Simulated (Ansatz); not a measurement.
SnPb₃S₄ (Cmmm) at 2 levels of theory

One geometry, relaxed with PBE; plane waves with PAW potentials in Ansatz, scalar-relativistic unless the row names spin-orbit coupling. No spin polarisation but for the spin–orbit row. Gaps are the least over mesh and band path; pressure is positive in compression.

Space group Cmmm (No. 65). a = 8.444 Å, b = 11.943 Å, c = 4.223 Å, α = 90.00°, β = 90.00°, γ = 90.00°
```json
{"atom": "Sn", "site": "2c", "symmetry": "mmm", "x": "0.5000", "y": "0.0000", "z": "0.5000"}
{"atom": "Pb", "site": "4e", "symmetry": "..2/m", "x": "0.2500", "y": "0.2500", "z": "0.0000"}
{"atom": "Pb", "site": "2d", "symmetry": "mmm", "x": "0.0000", "y": "0.0000", "z": "0.5000"}
{"atom": "S", "site": "4g", "symmetry": "2mm", "x": "0.2553", "y": "0.0000", "z": "0.0000"}
{"atom": "S", "site": "4j", "symmetry": "m2m", "x": "0.5000", "y": "0.2473", "z": "0.5000"}
```

```csv
level,cutoff (eV),k mesh,gap (eV),pressure (GPa)
PBE,420,6×6×10,0.04,0.0
```

Problem. What comes out on the same cell with PBE with spin-orbit coupling?

Solution.
```json
{"level": "PBE with spin-orbit coupling", "cutoff (eV)": "420", "k mesh": "6×6×10", "gap (eV)": "0", "pressure (GPa)": "-0.3"}
```

Spin-orbit coupling matters for the bands of heavy elements and enters only rows that name it.

It was reached by relaxing an invented guess, and it needn't be the stable form of this composition.
